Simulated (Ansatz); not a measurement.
Sn:
```
CELL_PARAMETERS angstrom
     -4.03363     4.03363     4.03363
      4.03363    -4.03363     4.03363
      4.03363     4.03363    -4.03363
ATOMIC_POSITIONS crystal
  Sn 0.50000 0.75000 0.25000
  Sn 0.25000 0.50000 0.75000
  Sn 0.75000 0.50000 0.25000
  Sn 0.50000 0.25000 0.75000
  Sn 0.25000 0.75000 0.50000
  Sn 0.75000 0.25000 0.50000
```

Relaxed with PBEsol. Special points in fractions of this cell's reciprocal vectors: Γ (0.000, 0.000, 0.000); H (0.500, -0.500, 0.500); N (0.000, 0.000, 0.500); P (0.250, 0.250, 0.250).

**Question.** List the band energies nearest the Fermi level at these points for DFT-PBEsol in the program Ansatz with PAW potentials.

**Answer.** In eV from the Fermi level; about four levels below and three above (degenerate sets whole), none deeper than 8.9 eV; points with the same levels are listed once.

| k | below | above |
|---|---|---|
| Γ | -2.11 -2.11 -2.11 -1.67 -1.67 -1.67 | 1.13 1.13 2.11 2.11 2.11 |
| H | -1.01 -0.05 -0.05 -0.05 | 0.14 0.14 0.14 |
| N | -2.66 -1.60 -1.08 -0.66 | 0.82 1.26 1.98 |
| P | -2.19 -2.19 -2.19 -1.45 -1.45 | 1.84 1.84 1.84 |

Space group Im-3m. The start of the workflow was typed in or built on a structure type; the Crystallography Open Database copy checked does not list it. It is not the phase usual at ambient conditions (space group No. 141). The cell was relaxed with PBEsol under the symmetry of its start; its stability against distortions is not shown here. The volume moved by 32 % from the start of the relaxation. The Fermi level of a semimetal is unsure by some 0.05 eV on such meshes. Spin–orbit coupling is left out wherever it is not named.

Potentials: the later of the program's two PAW sets.
